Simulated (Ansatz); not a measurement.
Y:
```
Y
1.0
    0.00000     3.52090     3.52090
    3.52090     0.00000     3.52090
    3.52090     3.52090     0.00000
Y
2
Direct
  0.00000   0.00000   0.00000
  0.25000   0.25000   0.25000
```

Relaxed with PBE. Special points in fractions of this cell's reciprocal vectors: Γ (0.000, 0.000, 0.000); X (0.500, 0.000, 0.500); U (0.625, 0.250, 0.625); K (0.375, 0.375, 0.750); L (0.500, 0.500, 0.500); W (0.500, 0.250, 0.750).

Problem. List the band energies nearest the Fermi level at these points for PBE (plane waves, PAW; program Ansatz).

Solution. In eV from the Fermi level; about four levels below and three above (degenerate sets whole), none deeper than 8.9 eV; points with the same levels are listed once.

```tsv
k	below	above
Γ	-3.63 -0.06 -0.06	0.43 0.43 0.43
X	-0.98 -0.98 -0.16 -0.16	0.58 0.58 1.98 1.98
U	-1.06 -0.76 -0.50	0.09 0.22 1.26
L	-1.72 -0.65 -0.06 -0.06	0.47 0.47 0.54
W	-0.95 -0.95 -0.19 -0.19	1.02 1.02 1.21 1.21
```

Space group Fd-3m (diamond). The start of the workflow was typed in or built on a structure type; neither database checked (COD, Materials Project) lists it. It is not the phase usual at ambient conditions (space group No. 194). The cell was relaxed with PBE under the symmetry of its start; its stability against distortions is not shown here. No spin polarisation was allowed. The volume moved by -17 % from the start of the relaxation. Spin–orbit coupling is left out wherever it is not named.

Potentials: the later of the program's two PAW sets.
